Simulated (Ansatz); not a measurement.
# Computed properties of Fe3Ge2

Fe₃Ge₂:
```yaml
crystal:
  lattice:
    - [4.03360, 0.00000, 0.00000]
    - [-2.01680, 3.49320, 0.00000]
    - [0.00000, 0.00000, 4.97379]
  atoms:
    - { symbol: Fe, position: [0.66667, 0.33333, 0.31775] }
    - { symbol: Fe, position: [0.33333, 0.66667, 0.68225] }
    - { symbol: Fe, position: [0.00000, 0.00000, 0.50000] }
    - { symbol: Ge, position: [0.66667, 0.33333, 0.81359] }
    - { symbol: Ge, position: [0.33333, 0.66667, 0.18641] }
```
The run is spin-polarised; directions of the spins, atom by atom: ↑ ↑ ↑ 0 0.

Space group P-3m1 (No. 164); conventional cell a = b = 4.034 Å, c = 4.974 Å, α = β = 90.00°, γ = 120.00°.

Method: r²SCAN in the plane-wave PAW code Ansatz. Geometry: relaxed at this level of theory. Other levels are named where they apply.

**Cell and energy**

```json
{
  "volume_per_atom": "14.02 Å³",
  "density": "7.41 g/cm³",
  "Formation energy from the elements (no fitted shifts)": "0.095 eV/atom"
}
```

**Electronic structure**

```json
{
  "electronic_character": "metallic (no gap)",
  "Density of states at the Fermi level": "0.39 states/eV per atom (mean over ±0.08 eV)"
}
```

**Magnetism**

```json
{
  "magnetic_order": "ferromagnetic",
  "net_moment": "1.37 μB per atom"
}
```

**Mechanics**

```json
{
  "Bulk modulus (Birch–Murnaghan fit)": "111 GPa",
  "Pressure derivative B′": "5.3"
}
```

**Charges**

```json
{
  "bader_charges": "Fe +0.05 to +0.31, Ge -0.20 e"
}
```

The workflow started from a Materials Project entry (that database holds measured and hypothetical structures alike); the Crystallography Open Database copy checked does not list it. Its standing as an ambient phase is unchecked. Symmetry was held in the r²SCAN relaxation; whether a distortion lowers the energy is not shown. Spin order of the final state: ferromagnetic, chosen from 5 collinear starts compared on coarse meshes (ties went to the first, and starts can fall back to one state), not a proven ground state. Other orbital occupations within this spin state were not tried. For itinerant 3d metals, meta-GGAs of the SCAN family and hybrids are commonly reported to give too large moments. Point labels and valley counts follow the cell and symmetry of the run, lower than the named group. The references are the lowest solids computed at this level, not always the standard phases. Scalar-relativistic: spin–orbit coupling is off unless named, which matters more the heavier the elements.

Potentials: the later of the program's two PAW sets.
